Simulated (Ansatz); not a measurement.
According to DFT-PBE in the program Ansatz with PAW potentials, SiC in the hexagonal phase (P6_422; Si on 3c, C on 3d) relaxes to a = 3.085 Å, c = 7.062 Å. Its formation energy from the elements is 0.36 eV/atom, with no fitted shifts.

It is gapped at this level: 0.87 eV (indirect). The valence maximum lies at Γ and the conduction minimum at M (3 equivalent valleys). Electrons at the band edge weigh 0.17, 0.45, 0.77 mₑ (principal values). The hole mass is 0.39, 0.39, 3.6 mₑ (principal values).

The bulk modulus is 219 GPa.

The start of the workflow was typed in or built on a structure type; neither database checked (COD, Materials Project) lists it. It is not the phase usual at ambient conditions (space group No. 186, 216). The cell was relaxed with PBE under the symmetry of its start; its stability against distortions is not shown here. Its formation energy is positive at this level, so the cell may be metastable or incomplete. The references are the lowest solids computed at this level, not always the standard phases.

Potentials: the later of the program's two PAW sets.
